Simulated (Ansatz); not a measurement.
LaCu₂:
```cif
data_Cu2La
_chemical_formula_sum 'La1 Cu2'
_space_group_name_H-M_alt 'P 1'
_space_group_IT_number 1
_cell_length_a 4.30016
_cell_length_b 4.30016
_cell_length_c 3.86582
_cell_angle_alpha 90.000
_cell_angle_beta 90.000
_cell_angle_gamma 120.000
loop_
_space_group_symop_operation_xyz
  'x, y, z'
loop_
_atom_site_label
_atom_site_type_symbol
_atom_site_fract_x
_atom_site_fract_y
_atom_site_fract_z
_atom_site_occupancy
La1 La 0.00000 0.00000 0.00000 1
Cu1 Cu 0.33333 0.66667 0.50000 1
Cu2 Cu 0.66667 0.33333 0.50000 1
```

Relaxed with r²SCAN.

Task: Tabulate the valence density and the electron localisation function along the shortest La–Cu contact (3.15 Å), plane-wave PAW r²SCAN (Ansatz code).

Result: 

```tsv
distance from La (Å)	density (e/Å³)	ELF
0.31	1.44	0.14
0.47	1.61	0.53
0.63	1.65	0.78
0.79	1.39	0.84
0.94	0.95	0.82
1.10	0.55	0.66
1.26	0.31	0.35
1.42	0.19	0.16
1.57	0.16	0.14
1.73	0.16	0.20
1.89	0.19	0.25
2.05	0.27	0.21
2.20	0.46	0.19
2.36	1.13	0.20
2.52	3.28	0.25
2.67	10.02	0.39
2.83	27.44	0.68
```

The density is the valence pseudo-density with augmentation charge, so density and ELF within about 1 Å of a nucleus are not all-electron values.

Space group P6/mmm. The workflow started from an entry of the Crystallography Open Database (COD). Its standing as an ambient phase is unchecked. Symmetry was held in the r²SCAN relaxation; whether a distortion lowers the energy is not shown. The run is not spin-polarised. Scalar-relativistic: spin–orbit coupling is off unless named, which matters more the heavier the elements.

Potentials: the later of the program's two PAW sets.
